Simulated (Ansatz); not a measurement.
A geometry of Sn away from equilibrium: step 3 of the relaxation of a generated trial cell of Sn in the black-P structure type. These are PBE (plane waves to 420 eV, PAW, scalar-relativistic; Ansatz, an electronic-structure program) values and carry that method's errors. Γ-centred k-mesh 9×9×6 on the run's cell (coarser than for final values), Fermi–Dirac smearing 0.05 eV. The plane waves were selected for a different cell earlier on the path.

```yaml
crystal:
  lattice:
    - [1.98662, -6.06077, 0.00000]
    - [1.98662, 6.06077, 0.00000]
    - [0.00000, 0.00000, 5.11208]
  atoms:
    - { symbol: Sn, position: [0.37548, 0.62452, 0.52836] }
    - { symbol: Sn, position: [0.62452, 0.37548, 0.47164] }
    - { symbol: Sn, position: [0.87548, 0.12452, 0.97164] }
    - { symbol: Sn, position: [0.12452, 0.87548, 0.02836] }
```

**Question.** Give the Cartesian forces on all atoms (eV/Å).

**Answer.** 
| atom | Fx | Fy | Fz |
|---|---|---|---|
| Sn1 | 0.00 | 0.44 | -0.47 |
| Sn2 | 0.00 | -0.44 | 0.47 |
| Sn3 | 0.00 | 0.44 | 0.47 |
| Sn4 | 0.00 | -0.44 | -0.47 |

The path ends in Fmmm (No. 69). No spin polarisation in the result.

The run could not lower the symmetry of its start; a shaken copy of this end point relaxes with PBE to P2/m (No. 10) at a tolerance of 0.01 Å, P6/mmm (No. 191) at 0.1 Å, 0.04 eV/atom lower.

The end of the path is a generated cell of Sn: the first start was made by placing the elements on the sites of a structure type, and the end was not matched to a known phase here, so it may be hypothetical. Known forms of Sn include space group No. 141, 227.
